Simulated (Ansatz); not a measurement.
**Relaxing tellurium (bcc)**

All numbers below come from DFT, r2SCAN, plane waves (500 eV) with PAW, scalar-relativistic in Ansatz 0.2.0. (PAW data from PBE, frozen cores regenerated.)

k-point mesh 11×11×11, Fermi-Dirac smearing 0.1 eV, no spin polarisation. Cell and atoms relax.

Starting structure:

```yaml
crystal:
  lattice:
    - [-1.9317963558, 1.9317963558, 1.9317963558]
    - [1.9317963558, -1.9317963558, 1.9317963558]
    - [1.9317963558, 1.9317963558, -1.9317963558]
  atoms:
    - { symbol: Te, position: [0.0, 0.0, 0.0] }
hamiltonian:
  xc: r2scan
  pseudopotentials:
    kind: paw
    azcp:
      Te: "pseudopotentials/Te.paw.azcp"
basis:
  ecutwfc: 500
  fft_grid_basis: typed
kpoints:
  mp_grid: { grid: [11, 11, 11], shift: [0, 0, 0] }
magnetization:
  spin_polarized: false
scf:
  occupations: { method: fermi_dirac, width: 0.1 }
relax:
  max_steps: 60
  f_tol: 0.01
  cell: {}
output:
  write_density: true
  write_potential: true
  elf: true
  volumetric_format: npy
```

Q: What cell does the relaxation end in?

A: Im-3m with a = 3.849 Å; 28.52 Å³ per atom against 28.84 at the start (-1.1 %).

Q: How much energy does the relaxation gain?

A: 0.6 meV per atom.

Path of the relaxation (the plane waves are chosen anew near the end, which can shift the energy a little):

```json
{"step": "0", "E − E(final) (meV/atom)": "0.62", "V (Å³/atom)": "28.837", "P (GPa)": "-0.61", "max force (eV/Å)": "0.000"}
{"step": "1", "E − E(final) (meV/atom)": "-0.02", "V (Å³/atom)": "28.449", "P (GPa)": "0.13", "max force (eV/Å)": "0.000"}
{"step": "2", "E − E(final) (meV/atom)": "-0.04", "V (Å³/atom)": "28.517", "P (GPa)": "0.00", "max force (eV/Å)": "0.000"}
{"step": "3", "E − E(final) (meV/atom)": "0.00", "V (Å³/atom)": "28.517", "P (GPa)": "0.00", "max force (eV/Å)": "0.000"}
```
